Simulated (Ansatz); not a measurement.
Given:

Relaxed AlRu (CsCl type):

```xyz
4
Lattice="6.0074 0.0000 0.0000 0.0000 3.0037 0.0000 0.0000 0.0000 3.0037" Properties=species:S:1:pos:R:3 pbc="T T T"
Al     0.0000     0.0000     0.0000
Al     3.0037     0.0000     0.0000
Ru     1.5019     1.5019     1.5019
Ru     4.5056     1.5019     1.5019
```

In this cell atom 4 (Ru, nearest neighbour Al at 2.601 Å; its periodic images, 3.0 Å or more away, move with it) is moved by s along Cartesian z, unit vector (0.000, 0.000, 1.000); all other atoms and the cell stay fixed.

Computed with PBE (plane waves to 420 eV, PAW, scalar-relativistic; Ansatz, a first-principles code). k mesh 6×12×12 (Γ-centred), Fermi-Dirac smearing 0.05 eV. Energies are smeared free energies. With partly filled bands, energies and forces of such displacements shift with the k mesh and the smearing. AlRu is run without spin polarisation. AlRu was relaxed with its symmetry unable to fall. The zero of ΔE is the undisplaced structure.

The scan covers s from -0.780 to 0.780 Å in 11 points.

Q: Is this a single well or a double well?

A: A single well with its minimum at or next to zero displacement.

Q: Is the energy the same for equal positive and negative displacements?

A: Even: the same for both signs. With its periodic images moving along, the atom's site symmetry in this cell is 4/mmm.

Q: What force acts on the atom along the line at s = -0.780 Å?

A: 4.71 eV/Å.

Q: What is the energy change at s = 0.780 Å?

A: 2177 meV/cell.

Q: What is the force constant k = d²E/ds² of this move at s = 0?

A: 8.34 eV/Å².

(A displaced cell: forces are minus the slopes of the energy, force constants its curvatures, and phonons follow from these.)
